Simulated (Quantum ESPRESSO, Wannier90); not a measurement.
Wannier functions of TiTe₂ (P-3m1)

```
begin unit_cell_cart
ang
    3.8242099959    0.0000000000    0.0000000000
   -1.9121049980    3.3118630059    0.0000000000
    0.0000000000    0.0000000000    6.7182500000
end unit_cell_cart
begin atoms_frac
Ti   0.0000000000  0.0000000000  0.0000000000
Te  -0.3333333333  0.3333333333 -0.2501700000
Te   0.3333333333 -0.3333333333  0.2501700000
end atoms_frac
```

Cell from Materials Project (mp-1907), symmetrised, no further relaxation. COD (Crystallography Open Database) has an entry of this formula and space group (matched by these alone). Level: PBEsol, spinors with spin-orbit coupling; pw.x of Quantum ESPRESSO at 68 Ry with PseudoDojo potentials, 6×6×4 k-points, Wannier90. Density: 12×12×6 mesh, cold smearing 0.01 Ry. The cell is built of weakly bound layers, chains or molecules, whose nearest atoms lie 4.02 Å apart. Database cells relaxed without dispersion often hold them too far apart, which can enlarge gaps and weakens couplings between them; spacing and stacking were not compared with the measured crystal.

Bands 51-54 form an isolated set from 1.91 to 3.62 eV relative to the Fermi level (on the path) and are turned into 4 Wannier functions by minimising the spread from the start: SCDM (isolated).

Centres (Cartesian, Å; one of the equivalent choices) and spreads:

```
n      x      y      z  spread (Å²)  nearest atom
-  -----  -----  -----  -----------  ------------
1  0.000  0.000  0.000        8.016           Ti1
2  0.000  0.000  0.000        8.019           Ti1
3  0.000  0.000  0.000        8.019           Ti1
4  0.000  0.000  0.000        8.016           Ti1
```

Ω_I = 31.70 Å², Ω_total = 32.07 Å²; the interpolated bands follow pw.x to 34 meV rms on the path. Only this start was tried; a symmetric start can stop on a saddle, and mixtures of these functions could lower the total by at most Ω_total − Ω_I.
